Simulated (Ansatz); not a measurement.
Cu₃Sn:
```
CELL_PARAMETERS angstrom
      0.00000     3.04032     3.04032
      3.04032     0.00000     3.04032
      3.04032     3.04032     0.00000
ATOMIC_POSITIONS crystal
  Cu 0.50000 0.50000 0.50000
  Cu 0.75000 0.75000 0.75000
  Cu 0.25000 0.25000 0.25000
  Sn 0.00000 0.00000 0.00000
```

Relaxed with r²SCAN.

Question: Map the electron localisation function on the plane through (0.500, 0.500, 0.500) spanned by u = [1, 0, 0] and v = [-1, 1, 1] in lattice vectors, from DFT-r²SCAN in the program Ansatz with PAW potentials.

Answer: x is the fraction of u, y of v (the angle between them is 90°; rows are the nearest grid lines); atoms in the plane: Cu at (0.00, 0.00), Cu at (0.50, 0.25), Cu at (0.50, 0.75), Sn at (0.00, 0.50).
```
|@@+:..::::::::::..:+@@|
|@#=:..::::::::::..:=#@|
|:::..::........::..:::|
|.....::...::...::.....|
|....::..::--::..::....|
|:---:..:-#@@#-:..:---:|
|-----:.:-#@@#-:.:-----|
|-----:..:=##=:..:-----|
|::----:.::--::.:----::|
|..::---:......:---::..|
|  .:----:....:----:.  |
|   .:----::::----:.   |
|   .:----::::----:.   |
|  .:----:....:----:.  |
|..::---:......:---::..|
|::----:.::--::.:----::|
|-----:..:=##=:..:-----|
|-----:.:-#@@#-:.:-----|
|:---:..:-#@@#-:..:---:|
|....::..::--::..::....|
|.....::...::...::.....|
|:::..::........::..:::|
|@#=:..::::::::::..:=#@|
|@@+:..::::::::::..:+@@|
```
Scale: ten equal steps from 0.001 (start of ' ') to 0.931 (end of '@'), in the order ' .:-=+*#%@'; x runs from 0.000 to 1.00, y from 0.000 (bottom) to 1.00 (top).

The density is the valence pseudo-density with augmentation charge, so density and ELF within about 1 Å of a nucleus are not all-electron values.

Space group Fm-3m. The first step of the workflow began from a Materials Project structure, measured or hypothetical; the Crystallography Open Database copy checked does not list it. COD files the formula under space group No. 59, 63. With Cu and Sn taken as one species the cell has the higher symmetry Im-3m, so it may be an ordered model of a mixed-site phase. Whether it is the stable phase at ambient conditions was not checked. The r²SCAN relaxation kept the symmetry of its start; whether a distortion lowers the energy is not shown. No spin polarisation was allowed. Scalar-relativistic: spin–orbit coupling is off unless named, which matters more the heavier the elements.

Potentials: the later of the program's two PAW sets.
